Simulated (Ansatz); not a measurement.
LaTiO3 (cubic perovskite)

```
LaTiO3
1.0
    3.87216     0.00000     0.00000
    0.00000     3.87216     0.00000
    0.00000     0.00000     3.87216
La Ti O
1 1 3
Direct
  0.00000   0.00000   0.00000
  0.50000   0.50000   0.50000
  0.00000   0.50000   0.50000
  0.50000   0.00000   0.50000
  0.50000   0.50000   0.00000
```

The slice is a {100} plane (indices of the conventional cell) through the point (0.000, 0.000, 0.000) (fractional), spanned by u = [100] and v = [010] in vectors of this cell: u (3.87 Å) and v (3.87 Å, at 90° to u). It covers one period; positions are fractions (u, v).

Level of theory: LDA (plane waves to 420 eV, PAW, scalar-relativistic; Ansatz, a first-principles code). k mesh 12×12×12. Inside the PAW spheres the values are not all-electron values, and peaks at nuclei hang on which shells count as valence. LaTiO3 is run without spin polarisation and with no Hubbard U. LaTiO3 was relaxed with its symmetry unable to fall. This is one of several known forms of LaTiO3; the measured ambient cells at hand have space group No. 62.

Predict the map of the electron localisation function (ELF) on the slice.


```
|xxxxxx77999999773300000000000000337799999977xxxx|
|xxxx558899999966220000000000000022669999998855xx|
|667788999999774411000000000000001144779999998877|
|999999999988552200000011111100000022558899999999|
|999999998866221100112233443322110011226688999999|
|999999775522111111335566666655331111112255779999|
|777766442211112244668888888888664422111122446677|
|333322110000114477889999999999887744110000112233|
|000000000011336688999999999999998866331100000000|
|0000000000225588999988xxxxxx88999988552200000000|
|00000000113366889999xxxxxxxxxx999988663311000000|
|00000000114466889999xxxxxxxxxx999988664411000000|
|00000000113366889999xxxxxxxxxx999988663311000000|
|0000000000225588999988xxxxxx88999988552200000000|
|000000000011336688999999999999998866331100000000|
|333322110000114477889999999999887744110000112233|
|777766442211112244668888888888664422111122446677|
|999999775522111111335566666655331111112255779999|
|999999998866221100112233443322110011226688999999|
|999999999988552200000011111100000022558899999999|
|667788999999774411000000000000001144779999998877|
|xxxx558899999966220000000000000022669999998855xx|
|xxxxxx77999999773300000000000000337799999977xxxx|
|xxxxxx66999999773300000000000000337799999966xxxx|
```
Scale: ten equal steps from 0.02 (start of '0') to 0.85 (end of '9'), in the order '0123456789'. Values: electron localisation function (ELF). The map has 24 points along u (two characters each, u = 0 at the left) and 24 along v (v = 0 in the bottom row). Points within 0.4 Å of a nucleus are blanked (x), as the pseudised field means little there.
